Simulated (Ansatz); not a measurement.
Relaxed-ion elastic tensor of LaB$_{6}$ in space group Pm-3m (No. 221; La on 1a, B on 6f) in GPa (Voigt order), plane-wave PAW PBEsol (Ansatz code); density 4.80 g/cm³, 10.06 Å³ per atom.

```
      1     2     3     4     5     6
-  ----  ----  ----  ----  ----  ----
1   489  25.6  25.6   0.0   0.0   0.0
2  25.6   489  25.6   0.0   0.0   0.0
3  25.6  25.6   489   0.0   0.0   0.0
4   0.0   0.0   0.0  90.9   0.0   0.0
5   0.0   0.0   0.0   0.0  90.9   0.0
6   0.0   0.0   0.0   0.0   0.0  90.9
```

Problem. Is the crystal mechanically stable?

Solution. Yes: the smallest eigenvalue of C is 90.9 GPa.

Problem. Work out the Voigt, Reuss and Hill averages.

Solution. K_V = 180, K_R = 180, K_H = 180; G_V = 147, G_R = 120, G_H = 134 GPa.

Problem. Give Young's modulus, Poisson's ratio, Pugh's ratio and the universal anisotropy index.

Solution. E = 9KG/(3K + G) = 321 GPa; ν = 0.20; K/G = 1.35 (brittle by the Pugh limit of 1.75); A_U = 5G_V/G_R + K_V/K_R − 6 = 1.13.

Problem. Estimate the sound speeds and the Debye temperature.

Solution. v_l = √((K + 4G/3)/ρ) = 8640 m/s, v_t = √(G/ρ) = 5270 m/s, mean 5820 m/s; Θ = (h/k)(3n/4πV)^(1/3) v_m = 803 K.

Problem. Give the Zener ratio and Young's modulus along [100], [110] and [111].

Solution. A = 2C44/(C11 − C12) = 0.39; 1/E = S11 − 2(S11 − S12 − S44/2)Γ with Γ = 0, 1/4, 1/3 gives 487, 268, 233 GPa.

Problem. Solve the Christoffel equation for the three sound speeds along [100], [110], [111].

Solution. Eigenvalues of C_ijkl n_j n_l equal ρv². In km/s, slowest first: [100] 4.35, 4.35, 10.09; [110] 4.35, 6.95, 8.51; [111] 6.20, 6.20, 7.92.

Symmetry was held in the PBEsol relaxation; of distortions, only those at the zone centre were tested. As this level gives no gap, shear constants depend on the k-mesh and smearing (Fermi–Dirac, 0.1 eV here). Scalar-relativistic: spin–orbit coupling is off unless named, which matters more the heavier the elements.

Potentials: the earlier of the program's two PAW sets.
